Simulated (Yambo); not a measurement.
Ba₂RuH₆ (space group Fm-3m, No. 225): one transition space (6×6×6 mesh, 6 valence and 9 conduction bands, Tamm-Dancoff) with different kernels in Yambo, on PBEsol orbitals; field along x. BSE alone uses the static screening with 69 bands and a 3 Ry block; its scissor and those of RPA and TDDFT come from G0W0, that of the TDHF-type run from bare exchange.

```tsv
kernel	scissor (eV)	direct gap with it (eV)	lowest state (eV)
BSE (screened electron-hole attraction)	1.01	2.98	(withheld)
TDHF-type (unscreened attraction, exchange-only scissor)	8.04	10.01	(withheld)
RPA (no attraction)	1.01	2.98	2.98 (dark)
```

Problem. Complete the blanks.

Solution. 
- BSE (screened electron-hole attraction), lowest state (eV): 2.08 (dark)
- TDHF-type (unscreened attraction, exchange-only scissor), lowest state (eV): 3.36 (dark)

RPA leaves the lowest state at the direct gap: no bound exciton. These are vertical excitations (zero momentum); the indirect quasiparticle gap, about 2.72 eV, is smaller than the direct one (2.98 eV on the GW mesh). Spin singlets only. Strong means a line over 3 % of the spectrum's maximum, dark under 0.03 %. Absolute energies carry the error of the G0W0 scissor, whose convergence isn't established. Convergence of the binding with the mesh was not shown.

Spin-orbit coupling is not included.

Geometry of the Materials Project entry, not relaxed at this level; primitive cell a = b = c = 5.7044 Å, α = β = γ = 60.00°.

The structure is a Materials Project entry; no match was found in the copy of COD used, and its stability was not checked.
